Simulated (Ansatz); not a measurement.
Parallel or opposed moments in VClO (Pmmn)?

All numbers are calculated (r²SCAN+U, U_eff = 2.0 eV (Dudarev form) on V d, fully localised double counting, scalar-relativistic datasets, 500 eV, PAW set soft_2 (made for PBE), 6×5×3 mesh, Gaussian smearing of 0.05 eV) with the plane-wave PAW code Ansatz.

```yaml
crystal:
  lattice:
    - [3.30000, 0.00000, 0.00000]
    - [0.00000, 3.78000, 0.00000]
    - [0.00000, 0.00000, 7.91000]
  atoms:
    - { symbol: V, position: [0.00000, 0.50000, 0.11480] }
    - { symbol: V, position: [0.50000, 0.00000, 0.88520] }
    - { symbol: Cl, position: [0.50000, 0.50000, 0.32790] }
    - { symbol: Cl, position: [0.00000, 0.00000, 0.67210] }
    - { symbol: O, position: [0.50000, 0.50000, 0.95420] }
    - { symbol: O, position: [0.00000, 0.00000, 0.04580] }
```

The structure is that of a cell as deposited in COD, unrelaxed.

Cell and atoms stay fixed; no spin–orbit coupling. The cell holds two magnetic ions, atoms 1 and 2, and the lowest free states with their moments parallel and opposed are compared.

Q: Which order lies lower, by how much, and what else changes?

A: The parallel one, by 4.0 meV/atom (12 meV per magnetic ion). Parallel: gap 1.67 eV, moments V 1.55 μB (cell 4.00 μB), pressure 2.9 GPa. Opposed: gap 1.70 eV, moments V 1.53, -1.53 μB, pressure 2.9 GPa.

Both states fill the shells alike (parallel: V 2↑ 0↓, 3.27 e; opposed: V 2↑ 0↓, 3.26 e; V 0↑ 2↓, 3.26 e; their occupation matrices agree within 0.01, spins exchanged on the turned ion), so they differ in the order of the moments and not in the filling. A natural orbital (eigenvector of a shell's occupation matrix) is counted as filled above 0.75 (0.9 in a metal) and as partly filled from 0.35 up to that; ↑ and ↓ are the spin channels. With spin off the cell lies 611.9 meV/atom from the lower state (gap 0.23 eV).

In the opposed pattern, atom 1 has 4 of its 4 magnetic neighbours at 3.10 Å, 0 of 2 at 3.30 Å, 0 of 2 at 3.78 Å, 0 of 4 at 5.02 Å turned against it; the energy difference holds only the couplings to turned neighbours.

In the lower state the fixed cell carries a pressure of 2.9 GPa (the cell is smaller than this level of theory would relax to) and forces up to 0.30 eV/Å; relaxing would change energies and could change the order of close states.

Measured magnetic order: antiferromagnetic, with a Néel temperature of 80 K (quoted in “Symmetry disquisition on the TiOX phase diagram”, 2007, arxiv:0704.0170). The lowest state here has parallel moments, unlike the measured order; the pattern of opposed moments run needn't be the measured one.

Only these patterns were run; an order that needs another cell may lie lower. At this level the cell was started in 17 ways, of which 2 didn't converge. U is one value of a scan, not fitted to this compound, so the states needn't resemble the real material's. Gaps are Kohn–Sham gaps over the k-mesh alone and may be smaller between its points. Site moments are integrated in small spheres and here fall short of the shell's N↑ − N↓.
